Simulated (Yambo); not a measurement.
Yambo run on AgCl (rock salt, space group Fm-3m, No. 225). The wavefunctions are LDA (Quantum ESPRESSO, PseudoDojo norm-conserving, 86 Ry, scalar-relativistic) ones on a 4×4×4 mesh (13 occupied bands); a = 3.7866 Å, b = 3.7866 Å, c = 3.7866 Å, α = 60.00°, β = 60.00°, γ = 60.00°.

Yambo input:

```
rim_cut
gw0
dyson
el_el_corr
HF_and_locXC
ppa
em1d
RandQpts= 1000000
RandGvec= 1 Ry
EXXRLvcs= 86 Ry
VXCRLvcs= 344 Ry
Chimod= "HARTREE"
% BndsRnXp
 5 | 76 |
%
NGsBlkXp= 8 Ry
% LongDrXp
 1.0 | 1.0 | 1.0 |
%
PPAPntXp= 27.2114 eV
% GbndRnge
 1 | 76 |
%
GTermKind= "BG"
DysSolver= "n"
ExtendOut
% QPkrange
 1 | 1 | 13 | 14 |
 3 | 3 | 13 | 13 |
%
```

k points by index: 1 = Γ, 3 = L.

Table of the .qp output:

```
#    K-point    Band    Eo [eV]    E [eV]    E-Eo [eV]    Vxc [eV]    Vnlxc [eV]    Sc|Eo [eV]    Sc|E [eV]    dSc/dw|Eo [eV]    Re(Z)    Im(Z)
#
    1    13    -2.749533    -3.817114    -1.067581    -14.61779    -18.86738    2.902532    3.182011    -7.123342    0.792532    -0.459411E-3
    1    14    0.626683    1.285701    0.659018    -11.95419    -7.298999    -3.858694    -3.996177    -5.676054    0.827408    -0.001018
    3    13    0.000000    -1.032184    -1.032184    -21.47250    -26.38981    3.625549    3.885126    -6.842494    0.799067    -0.001177
```
(The two width columns are left out.) Convergence of these settings isn't established.

Spin-orbit coupling is not included.

Geometry relaxed with LDA.
